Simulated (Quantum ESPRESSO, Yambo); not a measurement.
SrClF (space group P4/nmm, No. 129). The geometry is that of Materials Project entry mp-22957, symmetrised and not relaxed again. Chain: norm-conserving PBEsol (Quantum ESPRESSO, 84 Ry, no spin-orbit coupling); G0W0 in Yambo (4×4×2 Γ-centred k mesh, 131 bands and a 6 Ry block in the screening, 131 bands in G with the Bruneval-Gonze terminator, plasmon pole fitted at 27.2 eV); BSE (6×6×4 mesh, 12 valence and 8 conduction bands, static screening with 67 bands and a 3 Ry block, scissor 2.98 eV, Tamm-Dancoff).

PBEsol gap (dense path): 5.78 eV
PBEsol gap Γ → Γ on the GW mesh: 5.78 eV
PBEsol smallest direct gap on the GW mesh, at Γ: 5.78 eV
G0W0 direct gap at that point: 8.76 eV
G0W0 correction to the gap Γ → Γ: 2.98 eV
lowest exciton: no binding energy given (see below)

Rough cost of the Yambo steps against G0W0 for 4 states: BSE about 3×.

Nearest settings tried, and what they do to the gap: 104 bands in W, 104 bands in G: +36 meV; 5 Ry block (153 vectors against 191): -42 meV; 2×2×1 mesh: -97 meV. So the settings aren't converged at that level. The BSE states are vertical excitations (zero momentum). The lowest state covers only about 5 of the 144 k points, so the mesh doesn't resolve it: its energy and its distance from the direct gap are mesh artefacts. An extended exciton needs a far denser mesh. Axes are Cartesian, with cell vectors (Å) (4.13, 0.00, 0.00), (0.00, 4.13, 0.00), (0.00, 0.00, 6.98).
